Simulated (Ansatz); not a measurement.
Problem. BN in space group P6_3mc (No. 186; B on 2a, B on 2b, N on 2a, N on 2b) is relaxed with PBE in the plane-wave PAW code Ansatz. What lattice parameters of the conventional cell result?

Solution. a = 2.559 Å, c = 8.409 Å.

Problem. Give the free coordinates with the occupied sites.

Solution. In one choice of origin and axes:

```
atom  site  symmetry       x       y       z
----  ----  --------  ------  ------  ------
B       2a       3m.  0.0000  0.0000  0.4998
B       2b       3m.  0.3333  0.6667  0.2505
N       2a       3m.  0.0000  0.0000  0.3132
N       2b       3m.  0.3333  0.6667  0.0622
```

Problem. Is it a metal or does it have a gap at this level?

Solution. A gap of 5.50 eV, indirect.

The cell is a constructed one: a structure type filled with these elements. Its sites differ from those of the usual phase in this space group: another stacking or structure type. The PBE relaxation kept the symmetry of its start; phonons on a q-mesh show no instability.

Potentials: the later of the program's two PAW sets.
